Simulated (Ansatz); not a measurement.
CuSe:
```yaml
crystal:
  lattice:
    - [3.98484, 0.00000, 0.00000]
    - [-1.99242, 3.45097, 0.00000]
    - [0.00000, 0.00000, 17.35956]
  atoms:
    - { symbol: Cu, position: [0.33333, 0.66667, 0.75000] }
    - { symbol: Cu, position: [0.66667, 0.33333, 0.25000] }
    - { symbol: Cu, position: [0.33333, 0.66667, 0.10798] }
    - { symbol: Cu, position: [0.66667, 0.33333, 0.60798] }
    - { symbol: Cu, position: [0.33333, 0.66667, 0.39202] }
    - { symbol: Cu, position: [0.66667, 0.33333, 0.89202] }
    - { symbol: Se, position: [0.33333, 0.66667, 0.25000] }
    - { symbol: Se, position: [0.66667, 0.33333, 0.75000] }
    - { symbol: Se, position: [0.00000, 0.00000, 0.06924] }
    - { symbol: Se, position: [0.00000, 0.00000, 0.56924] }
    - { symbol: Se, position: [0.00000, 0.00000, 0.43076] }
    - { symbol: Se, position: [0.00000, 0.00000, 0.93076] }
```

Relaxed with r²SCAN. Special points in fractions of this cell's reciprocal vectors: Γ (0.000, 0.000, 0.000); M (0.500, 0.000, 0.000); K (0.333, 0.333, 0.000); A (0.000, 0.000, 0.500); L (0.500, 0.000, 0.500); H (0.333, 0.333, 0.500).

Q: List the band energies nearest the Fermi level at these points for r²SCAN with spin–orbit coupling (plane waves, PAW; program Ansatz).

A: In eV from the Fermi level; about four levels below and three above (degenerate sets whole), none deeper than 8.9 eV; points with the same levels are listed once.

| k | below | above |
|---|---|---|
| Γ | -0.37 -0.37 -0.34 -0.34 | 0.37 0.37 0.43 0.43 |
| M | -0.34 -0.34 -0.30 -0.30 | 1.50 1.50 1.68 1.68 |
| K | -0.59 -0.59 -0.58 -0.58 | 1.72 1.72 2.07 2.07 |
| A | -0.37 -0.37 -0.37 -0.37 | 0.47 0.47 0.47 0.47 |
| L | -0.43 -0.43 -0.43 -0.43 | 1.63 1.63 1.63 1.63 |
| H | -0.52 -0.52 -0.52 -0.52 | 1.89 1.89 1.89 1.89 |

Space group P6_3/mmc. The workflow started from an entry of the Crystallography Open Database (COD). Whether it is the stable phase at ambient conditions was not checked. Symmetry was held in the r²SCAN relaxation; whether a distortion lowers the energy is not shown. No spin polarisation was allowed.

Potentials: the later of the program's two PAW sets.
